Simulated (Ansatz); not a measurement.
Cr (bcc, W type)

```xyz
1
Lattice="-1.4147 1.4147 1.4147 1.4147 -1.4147 1.4147 1.4147 1.4147 -1.4147" Properties=species:S:1:pos:R:3 pbc="T T T"
Cr     0.0000     0.0000     0.0000
```

This relaxed cell (volume V₀) is scaled evenly in all directions, its shape held. Symmetry pins the atoms to their sites.

All values below come from r2SCAN (plane waves to 500 eV, PAW, scalar-relativistic; Ansatz, a first-principles code). k mesh 23×23×23 (Γ-centred), Fermi-Dirac smearing 0.05 eV. E stands for the smeared free energy. Stress and pressure are positive under compression. Cr is run without spin polarisation. Cr was relaxed with its symmetry unable to fall. Real Cr orders magnetically; this run has no moments, which shifts volume and moduli. The zero of ΔE is the relaxed starting cell. The last digit holds for this mesh only.

```json
[
 {"V (Å³/atom)": "9.513", "ΔE (meV/atom)": "337.1"},
 {"V (Å³/atom)": "9.966", "ΔE (meV/atom)": "175.4"},
 {"V (Å³/atom)": "10.419", "ΔE (meV/atom)": "72.3"},
 {"V (Å³/atom)": "10.872", "ΔE (meV/atom)": "16.8"},
 {"V (Å³/atom)": "11.325", "ΔE (meV/atom)": "0.0"},
 {"V (Å³/atom)": "11.778", "ΔE (meV/atom)": "withheld"},
 {"V (Å³/atom)": "12.230", "ΔE (meV/atom)": "55.0"},
 {"V (Å³/atom)": "12.683", "ΔE (meV/atom)": "116.1"},
 {"V (Å³/atom)": "13.136", "ΔE (meV/atom)": "194.1"}
]
```

Problem. Fit a third-order Birch-Murnaghan form (E₀, V₀, B₀, B₀′ free) to the given rows and predict ΔE at V = 11.778.

Solution. Least squares on the 8 given rows: ΔE = E₀ + (9V₀B₀/16)·y²·[2 + (B₀′ − 4)y], y = (V₀/V)^(2/3) − 1, with V₀ = 11.325 Å³/atom, B₀ = 276.9 GPa (160.2 GPa = 1 eV/Å³; the term in eV is multiplied by 1000), B₀′ = 4.13, E₀ = 0.10 meV/atom; root-mean-square residual 0.11 meV/atom. At 11.778 the fit gives 14.7 meV/atom; the calculation gives 14.7 meV/atom, the same to the digits shown. For the pressure the fit gives -10.0 GPa against the computed -10.0 GPa.

(Under strain, the slope of the energy per volume gives the stress and its curvature an elastic modulus.)
